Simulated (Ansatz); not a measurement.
MoPd:
```cif
data_MoPd
_chemical_formula_sum 'Pd1 Mo1'
_space_group_name_H-M_alt 'P4/mmm'
_space_group_IT_number 123
_space_group_name_Hall '-P 4 2'
_cell_length_a 2.71535
_cell_length_b 2.71535
_cell_length_c 4.13898
_cell_angle_alpha 90.000
_cell_angle_beta 90.000
_cell_angle_gamma 90.000
loop_
_atom_site_label
_atom_site_type_symbol
_atom_site_symmetry_multiplicity
_atom_site_Wyckoff_symbol
_atom_site_fract_x
_atom_site_fract_y
_atom_site_fract_z
_atom_site_occupancy
Pd1 Pd 1 a 0.00000 0.00000 0.00000 1
Mo1 Mo 1 d 0.50000 0.50000 0.50000 1
```

This is the PBE-relaxed structure.

Question: All from DFT-PBE in the program Ansatz with PAW potentials, unless another level is named. Give the density of states at the Fermi level.

Answer: 0.88 states/eV per atom (mean over ±0.08 eV).

Question: Predict the formation energy from the elements (no fitted shifts).

Answer: 0.021 eV/atom.

The start of the workflow was typed in or built on a structure type; neither database checked (COD, Materials Project) lists it. Its standing as an ambient phase is unchecked. Symmetry was held in the PBE relaxation; whether a distortion lowers the energy is not shown. No spin polarisation was allowed. The references are the lowest solids computed at this level, not always the standard phases. Scalar-relativistic: spin–orbit coupling is off unless named, which matters more the heavier the elements.

Potentials: the later of the program's two PAW sets.
